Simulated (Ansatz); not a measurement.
# Calculated ¹⁷O NMR of the central transition for SiO2 under strain

Cell: an entry of the Crystallography Open Database (COD), relaxed with PBE at fixed cell and then changed (z stretched by 3 %, ions relaxed).

```
Si O
1.0
     4.16670    0.00000    0.00000
     0.00000    4.16670    0.00000
     0.00000    0.00000    2.74444
Si O
2 4
Direct
  0.00000 0.00000 0.00000
  0.50000 0.50000 0.50000
  0.30526 0.30526 0.00000
  0.19474 0.80526 0.50000
  0.69474 0.69474 0.00000
  0.80526 0.19474 0.50000
```

Atoms are numbered from 1 in the order listed; like atoms form one site, named after its first atom.

Level of theory: DFT, PBE, plane waves and PAW, scalar-relativistic, 420 eV cutoff, Γ-centred 7×7×11 k-points, Fermi–Dirac smearing 0.02 eV (Ansatz 0.2.0).

¹⁷O has I = 5/2 and Q = -25.58 mb (Pyykkö 2018); at 21.1 T its Larmor frequency is ν₀ = 121.8 MHz. Only the quadrupole interaction is simulated: positions count from each site's isotropic chemical shift, and J coupling is left out, as are shift anisotropy and dipolar coupling, which fast spinning averages.

Simulated pattern of one O site (fast magic-angle spinning, Gaussian broadening 0.2 kHz):

offset (kHz), height and a bar:
```
   -6.516          0 
   -6.318          1 
   -6.120          6 ##
   -5.923          6 ##
   -5.725          6 ##
   -5.527          7 ##
   -5.329          7 ##
   -5.132          7 ##
   -4.934          7 ##
   -4.736          7 ##
   -4.539          8 ##
   -4.341          8 ##
   -4.143         21 ######
   -3.946         64 ###################
   -3.748         88 ##########################
   -3.550         67 ####################
   -3.353         54 ################
   -3.155         49 ###############
   -2.957         46 ##############
   -2.759         45 ##############
   -2.562         45 #############
   -2.364         45 ##############
   -2.166         46 ##############
   -1.969         48 ###############
   -1.771         52 ################
   -1.573         58 #################
   -1.376         69 #####################
   -1.178         96 #############################
   -0.980        100 ##############################
   -0.783         56 #################
   -0.585          6 ##
   -0.387          0
```

**Question.** Which |C_Q| and η does the pattern imply?

**Answer.** The pattern spans 5.53 kHz before broadening and its centre of gravity is at -2.50 kHz, which fixes P_Q; the places of the horns and steps fix η. That gives P_Q = 7.13 MHz, |C_Q| = 7.12 MHz and η = 0.10. The sign of C_Q can't be read from the pattern.

At O V_zz stands upright on the plane through its three neighbours (within 1°).

The relaxation (2 steps) took 5 s of wall time (4.8 s of CPU time) and 0.39 GiB at its peak, on 1 thread of Intel Xeon 6975P-C (Granite Rapids) (x86_64; 16 cores open to the job, memory cap 3.0 GiB, no GPU), a shared host with a load of 0.5 a core.
